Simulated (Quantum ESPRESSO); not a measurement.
## W3MoTaTi3 (different elements on one site, starting from this cell)

A calculation, not a measurement. The program is pw.x of Quantum ESPRESSO 7.5 (plane-wave density functional theory). The cell is made up: eight metal atoms on a hexagonal close-packed lattice, with elements, volume, strain and displacements drawn at random and not relaxed, so it may be unstable or far from any real phase. PseudoDojo standard norm-conserving files set the functional (PBE unless stated); there is no spin polarisation or spin-orbit coupling, the Fermi-Dirac width of 0.25 eV means electrons at about 2900 K, and the masses in the input are unused placeholders. Heavy elements are run without spin-orbit coupling, which real alloys of them have. A spin test at this wide smearing found no moment, but such smearing suppresses magnetism that the real alloy may have.

The runs put different elements on site 3. Cell, positions, cutoff, mesh and smearing stay as in the input of run 1; sites are counted in its order. Stress in the tables is positive in tension.

Input of run 1:

```
&control calculation='scf', pseudo_dir='./dojo.nc.sr.pbe.v0_5.standard.upf', outdir='./o', disk_io='minimal', tprnfor=.true., tstress=.true. /
&system ibrav=0, nat=8, ntyp=4, nbnd=71, ecutwfc=87.97787729, nosym=.true., tot_charge=0,
 occupations='smearing', smearing='fd', degauss=0.0183746611
/
&electrons conv_thr=1.470e-08, electron_maxstep=70, mixing_beta=0.5 /
ATOMIC_SPECIES
Mo 1.0 Mo.upf
Ta 1.0 Ta.upf
Ti 1.0 Ti.upf
W 1.0 W.upf
CELL_PARAMETERS angstrom
-2.8386 0.021 -0.0235
-0.0385 0.003 -4.5434
0.0726 -9.815 0.0063
ATOMIC_POSITIONS angstrom
W -0.0362 -0.0011 0.0561
Mo 0.1104 -4.8733 -0.0785
Ta -0.0082 -3.3576 -2.2119
Ti 0.0638 -8.1034 -2.2684
Ti -1.3467 -2.478 -0.0576
W -1.3624 -7.4005 0.071
Ti -1.3817 -0.7874 -2.3421
W -1.4168 -5.6569 -2.3019
K_POINTS automatic
8 5 3 1 1 1
```

```
run  elements on sites 1 to 8  -TS (eV)  pressure (GPa)  stress xx (GPa)  stress yy (GPa)  stress zz (GPa)  stress yz (GPa)  stress xz (GPa)  stress xy (GPa)  iterations
  1      W Mo Ta Ti Ti W Ti W    -2.144           16.34           -15.76           -12.47           -20.78            -0.62            -0.92             1.07          22
  2      W Mo Rh Ti Ti W Ti W    -2.133            7.08            -5.52            -4.71           -11.02             0.50            -0.56            -0.30          22
  3      W Mo Pt Ti Ti W Ti W    -2.073            9.32            -6.10            -7.83           -14.03             0.81            -0.42            -0.43          21
  4      W Mo Ag Ti Ti W Ti W    -2.008           12.25            -9.00           -11.16           -16.58             0.78            -0.42            -0.50          24
  5      W Mo Mg Ti Ti W Ti W    -1.971           12.86           -10.95           -11.16           -16.47             0.30            -0.39            -0.34          21
```

Forces Fx Fy Fz (eV/Å):

```
site             run 1             run 2             run 3              run 4              run 5
   1  0.19 -0.07 -1.15  0.11 -0.13 -1.12  0.09 -0.04 -1.10   0.12 -0.18 -1.09   0.17 -0.19 -1.11
   2   0.36 -1.04 1.03  -0.15 -1.22 0.74  -0.19 -1.68 1.03   -0.06 -1.88 1.09    0.03 -1.29 0.93
   3  -0.30 1.19 -1.55   0.12 1.22 -0.88   0.22 1.77 -1.30    0.17 1.90 -1.51    0.14 1.13 -1.28
   4    0.09 0.51 1.14    0.06 0.24 1.13    0.05 0.20 1.12     0.05 0.18 1.12     0.05 0.29 1.11
   5   -0.16 0.81 1.01  -0.08 -0.23 0.31  -0.12 -0.11 0.44    -0.14 0.20 0.62    -0.19 0.33 0.62
   6   0.10 0.25 -0.91   0.08 0.79 -0.87   0.08 0.84 -0.85    0.08 0.92 -0.82    0.09 0.74 -0.78
   7  -0.30 -0.02 0.79  -0.22 -0.66 0.80  -0.20 -0.57 0.78   -0.20 -0.12 0.74    -0.23 0.18 0.75
   8  0.02 -1.62 -0.35  0.09 -0.02 -0.10  0.06 -0.41 -0.12  -0.01 -1.03 -0.16  -0.06 -1.17 -0.25
```

Energies are left out, as each element's file has its own zero. A rerun of one cell of this series at a higher cutoff and on a denser mesh moved values by no more than 0.008 eV in energy, 0.11 GPa in stress and 0.008 eV/Å in force, and a second program with other atomic files agreed on that cell to 2 % rms in force and 0.5 GPa in pressure.